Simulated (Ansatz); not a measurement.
The elements of this relaxed trial crystal are hidden behind letters.

```
lattice vectors (Å)
  10.2082    0.0000    0.0000
  -5.1041    8.8405    0.0000
   0.0000    0.0000    2.7688
fractional positions
X 0.8212 0.6424 0.7500
X 0.3576 0.1788 0.7500
X 0.8212 0.1788 0.7500
X 0.1788 0.3576 0.2500
X 0.6424 0.8212 0.2500
X 0.1788 0.8212 0.2500
Z 0.3333 0.6667 0.7500
Z 0.6667 0.3333 0.2500
Q 0.0000 0.0000 0.0000
Q 0.0000 0.0000 0.5000
```

Method: DFT PBE, scalar-relativistic, plane waves, PAW in Ansatz 0.2.0. The final run on the 10-atom cell used 420 eV, a Γ-centred 6×6×14 mesh, 0.10 eV smearing and no spin polarisation.

| Item | Value |
| --- | --- |
| Space group | P6_3/mmc (No. 194) |
| Conventional cell | a = 10.208 Å, c = 2.769 Å |
| Volume per atom | 24.99 Å³ |
| Density | 2.00 g/cm³ |
| Energy over the elements | +0.44 eV/atom |
| Gap on the 6×6×14 mesh of the 10-atom cell | 0 eV (a metal) |

Energies are uncorrected and count from the elements' standard states at the same level.

Task: X is an s-block element of period 3, Z is a p-block element of period 4 and Q is a p-block element of period 2. Which elements are they?

Result: X = Na, Z = Ga, Q = C, so the formula is Na3GaC. Density times volume gives a mean mass of 2.00 × 24.99/1.6605 = 30.1 u per atom, and this set has 30.1 u. Among the elements that the hints allow, noble gases aside, only these give it. Around Na lie 2 Na at 2.77 Å, 2 Ga at 3.06 Å, 2 C at 3.24 Å and 4 Na at 3.45 Å; Ga has 2 Ga at 2.77 Å and 6 Na at 3.06 Å; C is surrounded by 2 C at 1.38 Å.

The cell is a metal run without spin; a magnetic state may lie lower. Symmetry constrained the relaxation, so the result can be a saddle point.
